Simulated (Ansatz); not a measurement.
Given:

MgZn₂O₃:
```yaml
crystal:
  lattice:
    - [3.00882, 0.00000, 0.00000]
    - [-1.50441, 2.60571, 0.00000]
    - [0.00000, 0.00000, 7.33409]
  atoms:
    - { symbol: Mg, position: [0.00000, 0.00000, 0.00000] }
    - { symbol: Zn, position: [0.33333, 0.66667, 0.66823] }
    - { symbol: Zn, position: [0.66667, 0.33333, 0.33177] }
    - { symbol: O, position: [0.33333, 0.66667, 0.16173] }
    - { symbol: O, position: [0.66667, 0.33333, 0.83827] }
    - { symbol: O, position: [0.00000, 0.00000, 0.50000] }
```

This is the PBEsol-relaxed structure. Tensor components refer to the Cartesian frame of this cell.

### Question
All from the program Ansatz at the PBEsol level (PAW), unless another level is named. Give the Debye temperature from the elastic constants.

### Answer
576 K.

### Question
Predict the elastic constants (relaxed ions, GPa).

### Answer
C11 = 300, C12 = 120, C13 = 109, C14 = 21.8, C33 = 312, C44 = 66.8.

Space group P-3m1. The workflow started from a Materials Project entry (that database holds measured and hypothetical structures alike); the Crystallography Open Database copy checked does not list it. With Mg and Zn taken as one species the cell has the higher symmetry Fm-3m, so it may be an ordered model of a mixed-site phase. Its standing as an ambient phase is unchecked. Symmetry was held in the PBEsol relaxation; of distortions, only those at the zone centre were tested.

Potentials: the later of the program's two PAW sets.
